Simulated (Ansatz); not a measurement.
InP (CsCl type, space group No. 221) at seven volumes, plane-wave PAW PBEsol (Ansatz code), scaled uniformly. One row is withheld.

| V (Å³/atom) | P (GPa) |
|---|---|
| 17.682 | 8.89 |
| 18.265 | 5.43 |
| 18.848 | 2.55 |
| 19.431 | 0.00 |
| 20.014 | -2.15 |
| 20.596 | ? |
| 21.179 | -5.29 |

Question: Fit the shown pressures and predict the withheld one.

Answer: P = (3/2)B₀(x^(7/2) − x^(5/2))[1 + (3/4)(B′ − 4)(x − 1)] with x = (V₀/V)^(2/3). Least squares on the six rows gives V₀ = 19.434 Å³/atom, B₀ = 75.6 GPa, B′ = 4.67. At V = 20.596, x = 0.9620 and P = -3.83 GPa. The run itself gave -3.87 GPa.

Space group Pm-3m (CsCl type). A made-up cell: these elements were put on the sites of a structure type; neither database checked (COD, Materials Project) lists it. It is not the phase usual at ambient conditions (space group No. 216). The cell was relaxed with PBEsol under the symmetry of its start; of distortions, only those at the zone centre were tested.

Potentials: the later of the program's two PAW sets.
